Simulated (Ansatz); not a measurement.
AlN:
```
CELL_PARAMETERS angstrom
      3.10655     0.00000     0.00000
     -1.55327     2.69035     0.00000
      0.00000     0.00000     4.97815
ATOMIC_POSITIONS crystal
  Al 0.66667 0.33333 0.49920
  Al 0.33333 0.66667 0.99920
  N  0.66667 0.33333 0.88080
  N  0.33333 0.66667 0.38080
```

Relaxed with r²SCAN. Special points in fractions of this cell's reciprocal vectors: Γ (0.000, 0.000, 0.000); M (0.500, 0.000, 0.000); K (0.333, 0.333, 0.000); A (0.000, 0.000, 0.500); L (0.500, 0.000, 0.500); H (0.333, 0.333, 0.500).

Task: List the band energies nearest the valence-band maximum at these points for r²SCAN in the plane-wave PAW code Ansatz.

Result: In eV from the valence-band maximum; about four levels below and three above (degenerate sets whole), none deeper than 8.9 eV; points with the same levels are listed once.

```csv
k,below,above
Γ,-0.89 -0.89 -0.22 -0.22 0.00,4.87 7.52 11.60
M,-3.39 -2.14 -1.77 -0.71,6.45 6.57 9.03
K,-3.80 -3.80 -2.52 -2.41 -2.41,5.69 9.15 10.56 10.56
A,-0.56 -0.56 -0.56 -0.56,7.23 7.23 11.32 11.32
L,-1.50 -1.50 -1.39 -1.39,5.99 5.99 10.15 10.15
H,-3.92 -3.92 -0.81 -0.81,8.15 8.15 8.64 8.64
```

Space group P6_3mc (wurtzite). The cell was relaxed with r²SCAN under the symmetry of its start; phonons on a q-mesh show no instability.

Potentials: the earlier of the program's two PAW sets.
